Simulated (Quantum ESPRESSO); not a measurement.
## Hf4MgNb2Sn (finding a planted mistake in a log)

Simulated, not a measurement. The program is pw.x of Quantum ESPRESSO 7.5 (plane-wave density functional theory). The cell is made up: eight metal atoms on a face-centred cubic lattice, with elements, volume, strain and displacements drawn at random and not relaxed, so it may be unstable or far from any real phase. PseudoDojo standard norm-conserving files set the functional (PBE unless stated); there is no spin polarisation or spin-orbit coupling, the Fermi-Dirac width of 0.25 eV means electrons at about 2900 K, and the masses in the input are unused placeholders. The tin pseudopotential is less sure than most, with forces differing by about three percent from a second method on plain tin. Heavy elements are run without spin-orbit coupling, which real alloys of them have. A spin test at this wide smearing found no moment, but such smearing suppresses magnetism that the real alloy may have.

Intended input:

```
&control calculation='scf', pseudo_dir='./dojo.nc.sr.pbe.v0_5.standard.upf', outdir='./o', disk_io='minimal', tprnfor=.true., tstress=.true. /
&system ibrav=0, nat=8, ntyp=4, nbnd=66, ecutwfc=84.00895049, nosym=.true., tot_charge=0,
 occupations='smearing', smearing='fd', degauss=0.0183746611
/
&electrons conv_thr=1.470e-08, electron_maxstep=70, mixing_beta=0.5 /
ATOMIC_SPECIES
Hf 1.0 Hf.upf
Mg 1.0 Mg.upf
Nb 1.0 Nb.upf
Sn 1.0 Sn.upf
CELL_PARAMETERS angstrom
-0.0169 -0.0045 -4.3176
4.2923 0.0471 0.0169
-0.0942 -8.724 -0.009
ATOMIC_POSITIONS angstrom
Hf -0.0214 -0.0444 -0.0166
Hf -0.0794 -4.3333 0.0116
Mg 2.0789 -2.1391 0.0175
Nb 2.0677 -6.5112 0.025
Hf -0.0667 -2.2411 -2.1151
Hf -0.1226 -6.5535 -2.1187
Sn 2.1405 0.0525 -2.1506
Nb 2.0907 -4.3208 -2.1778
K_POINTS automatic
5 6 3 1 1 1
```

The log is shortened where brackets say so; the opening notice, blank lines, dates and the lines on written files are dropped, and the path of the files is cut. It prints rydbergs, bohrs and kilobars, and counts compression as positive stress. Its total energy is the free energy E - TS of the whole cell.

Log of the intended run:

```
     Program PWSCF v.7.5
     Parallel version (MPI & OpenMP), running on       4 processor cores
     Number of MPI processes:                 4
     Threads/MPI process:                     1
     [start-up lines left out]
     bravais-lattice index     =            0
     lattice parameter (alat)  =       8.1591  a.u.
     unit-cell volume          =    1090.9030 (a.u.)^3
     number of atoms/cell      =            8
     number of atomic types    =            4
     number of electrons       =        98.00
     number of Kohn-Sham states=           66
     kinetic-energy cutoff     =      84.0090  Ry
     charge density cutoff     =     336.0358  Ry
     scf convergence threshold =      1.5E-08
     mixing beta               =       0.5000
     number of iterations used =            8  plain     mixing
     Exchange-correlation= PBE
                           (   1   4   3   4   0   0   0)
     [axes and pseudopotential details left out]
   Cartesian axes
     site n.     atom                  positions (alat units)
         1        Hf     tau(   1) = (  -0.0049564  -0.0102834  -0.0038447  )
         2        Hf     tau(   2) = (  -0.0183897  -1.0036280   0.0026867  )
         3        Mg     tau(   3) = (   0.4814904  -0.4954332   0.0040531  )
         4        Nb     tau(   4) = (   0.4788964  -1.5080477   0.0057902  )
         5        Hf     tau(   5) = (  -0.0154483  -0.5190573  -0.4898746  )
         6        Hf     tau(   6) = (  -0.0283952  -1.5178447  -0.4907084  )
         7        Sn     tau(   7) = (   0.4957575   0.0121594  -0.4980967  )
         8        Nb     tau(   8) = (   0.4842234  -1.0007329  -0.5043965  )
     number of k points=    45  Fermi-Dirac smearing, width (Ry)=  0.0184
                       cart. coord. in units 2pi/alat
        k(    1) = (   0.0851340  -0.0833016  -0.1002472), wk =   0.0444444
        k(    2) = (   0.0815143   0.2466809  -0.1005770), wk =   0.0444444
     [further k points left out]
     Dense  grid:   113495 G-vectors     FFT dimensions: (  48,  48, 100)
     Estimated max dynamical RAM per process >     372.50 MB
     Estimated total dynamical RAM >       1.37 GB
     Initial potential from superposition of free atoms
     starting charge      97.9856, renormalised to      98.0000
     Starting wfcs are   74 randomized atomic wfcs
     total cpu time spent up to now is        5.8 secs
     per-process dynamical memory:   288.6 Mb
     Self-consistent Calculation
     iteration #  1     ecut=    84.01 Ry     beta= 0.50
     Davidson diagonalization with overlap
     ethr =  1.00E-02,  avg # of iterations =  2.7
     Threshold (ethr) on eigenvalues was too large:
     Diagonalizing with lowered threshold
     Davidson diagonalization with overlap
     ethr =  6.98E-04,  avg # of iterations =  2.8
     total cpu time spent up to now is       29.0 secs
     total energy              =    -976.61797105 Ry
     estimated scf accuracy    <       0.71911647 Ry
     iteration #  2     ecut=    84.01 Ry     beta= 0.50
     Davidson diagonalization with overlap
     ethr =  7.34E-04,  avg # of iterations =  5.2
     total cpu time spent up to now is       43.6 secs
     total energy              =    -976.37009174 Ry
     estimated scf accuracy    <       4.15344824 Ry
     [iterations 3 to 13 left out]
     iteration # 14     ecut=    84.01 Ry     beta= 0.50
     Davidson diagonalization with overlap
     ethr =  2.62E-11,  avg # of iterations =  3.9
     total cpu time spent up to now is      195.8 secs
     total energy              =    -976.91152815 Ry
     estimated scf accuracy    <       0.00000005 Ry
     iteration # 15     ecut=    84.01 Ry     beta= 0.50
     Davidson diagonalization with overlap
     ethr =  2.62E-11,  avg # of iterations =  1.7
     total cpu time spent up to now is      206.1 secs
     End of self-consistent calculation
     [lines on levels left out]
!    total energy              =    -976.91152815 Ry
     estimated scf accuracy    <          5.8E-09 Ry
     smearing contrib. (-TS)   =      -0.12354290 Ry
     internal energy E=F+TS    =    -976.78798526 Ry
     The total energy is F=E-TS. E is the sum of the following terms:
     one-electron contribution =    -231.91521171 Ry
     hartree contribution      =     157.19183123 Ry
     xc contribution           =    -226.55411354 Ry
     ewald contribution        =    -675.51049124 Ry
     convergence has been achieved in  15 iterations
     Forces acting on atoms (cartesian axes, Ry/au):
     atom    1 type  1   force =    -0.00017202    0.02885709    0.01609742
     atom    2 type  1   force =     0.00774985   -0.00398286    0.00128997
     atom    3 type  2   force =     0.00482288   -0.01570346    0.00276248
     atom    4 type  3   force =    -0.00808564    0.00638100   -0.00001842
     atom    5 type  1   force =     0.00355511    0.00482197   -0.01861805
     atom    6 type  1   force =     0.00754752    0.00716863   -0.01162402
     atom    7 type  4   force =    -0.00978854   -0.00758070   -0.00008102
     atom    8 type  3   force =    -0.00562916   -0.01996169    0.01019165
     Total force =     0.053538     Total SCF correction =     0.000419
     Computing stress (Cartesian axis) and pressure
          total   stress  (Ry/bohr**3)                   (kbar)     P=       47.68
   0.00016036  -0.00008352  -0.00004092           23.59      -12.29       -6.02
  -0.00008352   0.00047045  -0.00003920          -12.29       69.21       -5.77
  -0.00004092  -0.00003920   0.00034151           -6.02       -5.77       50.24
     init_run     :      5.44s CPU      5.72s WALL (       1 calls)
     electrons    :    198.50s CPU    200.38s WALL (       1 calls)
     forces       :      2.12s CPU      2.14s WALL (       1 calls)
     stress       :      7.30s CPU      7.48s WALL (       1 calls)
     [timing details left out]
     PWSCF        :   3m33.48s CPU   3m35.88s WALL
     JOB DONE.
```

A second run was made from an input with one planted mistake. Its log:

```
     Program PWSCF v.7.5
     Parallel version (MPI & OpenMP), running on       4 processor cores
     Number of MPI processes:                 4
     Threads/MPI process:                     1
     [start-up lines left out]
     bravais-lattice index     =            0
     lattice parameter (alat)  =       8.1591  a.u.
     unit-cell volume          =    1090.9030 (a.u.)^3
     number of atoms/cell      =            8
     number of atomic types    =            4
     number of electrons       =        98.00
     number of Kohn-Sham states=           66
     kinetic-energy cutoff     =      84.0090  Ry
     charge density cutoff     =     336.0358  Ry
     scf convergence threshold =      1.5E-08
     mixing beta               =       0.5000
     number of iterations used =            8  plain     mixing
     Exchange-correlation= PBE
                           (   1   4   3   4   0   0   0)
     [axes and pseudopotential details left out]
   Cartesian axes
     site n.     atom                  positions (alat units)
         1        Hf     tau(   1) = (  -0.0049564  -0.0102834  -0.0038447  )
         2        Mg     tau(   2) = (  -0.0183897  -1.0036280   0.0026867  )
         3        Hf     tau(   3) = (   0.4814904  -0.4954332   0.0040531  )
         4        Nb     tau(   4) = (   0.4788964  -1.5080477   0.0057902  )
         5        Hf     tau(   5) = (  -0.0154483  -0.5190573  -0.4898746  )
         6        Hf     tau(   6) = (  -0.0283952  -1.5178447  -0.4907084  )
         7        Sn     tau(   7) = (   0.4957575   0.0121594  -0.4980967  )
         8        Nb     tau(   8) = (   0.4842234  -1.0007329  -0.5043965  )
     number of k points=    45  Fermi-Dirac smearing, width (Ry)=  0.0184
                       cart. coord. in units 2pi/alat
        k(    1) = (   0.0851340  -0.0833016  -0.1002472), wk =   0.0444444
        k(    2) = (   0.0815143   0.2466809  -0.1005770), wk =   0.0444444
     [further k points left out]
     Dense  grid:   113495 G-vectors     FFT dimensions: (  48,  48, 100)
     Estimated max dynamical RAM per process >     372.50 MB
     Estimated total dynamical RAM >       1.37 GB
     Initial potential from superposition of free atoms
     starting charge      97.9856, renormalised to      98.0000
     Starting wfcs are   74 randomized atomic wfcs
     total cpu time spent up to now is        5.7 secs
     per-process dynamical memory:   288.6 Mb
     Self-consistent Calculation
     iteration #  1     ecut=    84.01 Ry     beta= 0.50
     Davidson diagonalization with overlap
     ethr =  1.00E-02,  avg # of iterations =  2.7
     total cpu time spent up to now is       18.1 secs
     total energy              =    -976.25280351 Ry
     estimated scf accuracy    <       1.17351328 Ry
     iteration #  2     ecut=    84.01 Ry     beta= 0.50
     Davidson diagonalization with overlap
     ethr =  1.20E-03,  avg # of iterations =  7.2
     total cpu time spent up to now is       34.9 secs
     total energy              =    -974.76615631 Ry
     estimated scf accuracy    <      35.19949187 Ry
     [iterations 3 to 13 left out]
     iteration # 14     ecut=    84.01 Ry     beta= 0.50
     Davidson diagonalization with overlap
     ethr =  3.88E-11,  avg # of iterations =  2.4
     total cpu time spent up to now is      181.6 secs
     total energy              =    -976.90203082 Ry
     estimated scf accuracy    <       0.00000005 Ry
     iteration # 15     ecut=    84.01 Ry     beta= 0.50
     Davidson diagonalization with overlap
     ethr =  3.88E-11,  avg # of iterations =  1.0
     total cpu time spent up to now is      191.1 secs
     End of self-consistent calculation
     [lines on levels left out]
!    total energy              =    -976.90203082 Ry
     estimated scf accuracy    <          8.5E-09 Ry
     smearing contrib. (-TS)   =      -0.12368049 Ry
     internal energy E=F+TS    =    -976.77835033 Ry
     The total energy is F=E-TS. E is the sum of the following terms:
     one-electron contribution =    -232.02619848 Ry
     hartree contribution      =     157.25411880 Ry
     xc contribution           =    -226.56878900 Ry
     ewald contribution        =    -675.43748165 Ry
     convergence has been achieved in  15 iterations
     Forces acting on atoms (cartesian axes, Ry/au):
     atom    1 type  1   force =    -0.00160324    0.03309837    0.01615991
     atom    2 type  2   force =     0.00481626   -0.01932879   -0.00035122
     atom    3 type  1   force =     0.00871828   -0.03004180    0.00351762
     atom    4 type  3   force =    -0.00507760    0.00770835   -0.00025325
     atom    5 type  1   force =     0.00284881   -0.00219068   -0.01803951
     atom    6 type  1   force =     0.00810770    0.03159871   -0.01241212
     atom    7 type  4   force =    -0.00970098   -0.00123469   -0.00010362
     atom    8 type  3   force =    -0.00810923   -0.01960947    0.01148218
     Total force =     0.071181     Total SCF correction =     0.000467
     Computing stress (Cartesian axis) and pressure
          total   stress  (Ry/bohr**3)                   (kbar)     P=       46.83
   0.00028531  -0.00010188  -0.00004571           41.97      -14.99       -6.72
  -0.00010188   0.00040560  -0.00001705          -14.99       59.67       -2.51
  -0.00004571  -0.00001705   0.00026407           -6.72       -2.51       38.85
     init_run     :      5.32s CPU      5.57s WALL (       1 calls)
     electrons    :    183.88s CPU    185.45s WALL (       1 calls)
     forces       :      2.08s CPU      2.10s WALL (       1 calls)
     stress       :      7.23s CPU      7.42s WALL (       1 calls)
     [timing details left out]
     PWSCF        :   3m18.64s CPU   3m20.69s WALL
     JOB DONE.
```

Question: the log repeats what the program read. Compare it with the intended run: what was wrong in the second input?

Answer: two atoms have their elements exchanged. The input lines that differ:

```
- Hf -0.0794 -4.3333 0.0116
- Mg 2.0789 -2.1391 0.0175
+ Mg -0.0794 -4.3333 0.0116
+ Hf 2.0789 -2.1391 0.0175
```

|  | intended run | run with the mistake |
| --- | --- | --- |
| free energy (eV) | -13291.558 | -13291.429 |
| entropy term -TS, part of it (eV) | -1.681 | -1.683 |
| pressure (GPa) | 4.77 | 4.68 |
| size of the largest force component (eV/Å) | 0.742 | 0.851 |
| largest change of a force component (eV/Å) |  | 0.628 |
| iterations | 15 | 15 |

For scale, a rerun of the intended cell at a higher cutoff and on a denser mesh moved values by no more than 0.003 eV in energy, 0.07 GPa in stress and 0.004 eV/Å in force, and a second program with other atomic files agreed on that cell to 2 % rms in force and 0.5 GPa in pressure.